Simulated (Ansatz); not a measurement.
Ta$_{2}$O$_{5}$:
```yaml
crystal:
  lattice:
    - [6.21081, 0.00000, 0.00000]
    - [0.00000, 7.32747, 0.00000]
    - [0.00000, 0.00000, 3.78799]
  atoms:
    - { symbol: Ta, position: [0.77551, 0.61904, 0.00000] }
    - { symbol: Ta, position: [0.72449, 0.11904, 0.00000] }
    - { symbol: Ta, position: [0.22449, 0.38096, 0.00000] }
    - { symbol: Ta, position: [0.27551, 0.88096, 0.00000] }
    - { symbol: O, position: [0.80156, 0.65664, 0.50000] }
    - { symbol: O, position: [0.69844, 0.15664, 0.50000] }
    - { symbol: O, position: [0.19844, 0.34336, 0.50000] }
    - { symbol: O, position: [0.30156, 0.84336, 0.50000] }
    - { symbol: O, position: [0.50000, 0.50000, 0.00000] }
    - { symbol: O, position: [0.88955, 0.35988, 0.00000] }
    - { symbol: O, position: [0.00000, 0.00000, 0.00000] }
    - { symbol: O, position: [0.38955, 0.14012, 0.00000] }
    - { symbol: O, position: [0.61045, 0.85988, 0.00000] }
    - { symbol: O, position: [0.11045, 0.64012, 0.00000] }
```

Relaxed with r²SCAN. Independent-particle spectrum: no excitons, no local fields, no scissors shift; 0.1 eV broadening; ε₁ of the summed bands alone.

### Question
Tabulate the dielectric function from r²SCAN (plane waves, PAW; program Ansatz).

### Answer


```
E (eV)  ε₁ xx  ε₂ xx  ε₁ yy  ε₂ yy  ε₁ zz  ε₂ zz
------  -----  -----  -----  -----  -----  -----
0.0      4.85   0.00   4.54   0.00   5.97   0.00
0.5      4.87   0.00   4.56   0.00   6.01   0.00
1.0      4.93   0.00   4.61   0.00   6.12   0.00
1.5      5.04   0.00   4.71   0.00   6.32   0.00
2.0      5.21   0.00   4.87   0.00   6.64   0.00
2.5      5.46   0.00   5.11   0.00   7.16   0.00
3.0      5.86   0.00   5.48   0.00   8.03   0.01
3.5      6.56   0.00   6.16   0.03   9.91   0.04
4.0      8.12   1.07   7.44   1.05  14.39   6.28
4.5      8.51   2.88   7.83   2.71   8.04   7.57
5.0      8.85   4.67   7.28   4.79   8.14   8.06
5.5      5.68   7.26   4.76   6.66   4.58  12.06
6.0      4.16   6.40   2.50   5.42   0.91   7.99
6.5      2.07   6.15   2.28   4.54   0.71  10.54
7.0      1.31   3.78   1.94   3.51  -3.97   5.66
7.5      2.19   3.41   2.68   3.18  -2.61   3.01
8.0      2.88   3.92   2.02   3.35  -1.29   1.63
8.5      2.41   4.75   2.49   3.73   0.06   1.08
9.0      1.20   3.72   1.97   3.49   1.29   1.01
9.5      1.60   3.62   1.59   2.69   1.99   2.02
10.0     1.74   4.13   1.83   3.77   1.78   2.55
10.5     0.34   4.09   1.39   3.27   2.21   3.00
11.0     0.57   3.33   1.04   3.29   1.41   3.97
11.5    -0.28   4.76   0.85   3.15   0.46   3.72
12.0    -0.81   2.75   0.82   3.37  -0.16   2.88
```

### Question
From ε at 4.1 eV (xx: 8.07 + 1.40i), find n, k, the normal reflectivity and the absorption coefficient.

### Answer
n = 2.85, k = 0.245, R = 23 %, α = 2kE/ħc = 100000 cm⁻¹.

With all bands, ε∞ without local fields is 5.05 (xx), 4.75 (yy), 6.17 (zz). DFPT, with local fields, gives 5.04 (xx), 4.69 (yy), 6.21 (zz).

Space group Pbam. The workflow started from a Materials Project entry (that database holds measured and hypothetical structures alike); the Crystallography Open Database copy checked does not list it. COD files the formula under space group No. 49. Whether it is the stable phase at ambient conditions was not checked. Symmetry was held in the r²SCAN relaxation; whether a distortion lowers the energy is not shown. The run is not spin-polarised. Spin–orbit coupling is left out wherever it is not named.

Potentials: the later of the program's two PAW sets.
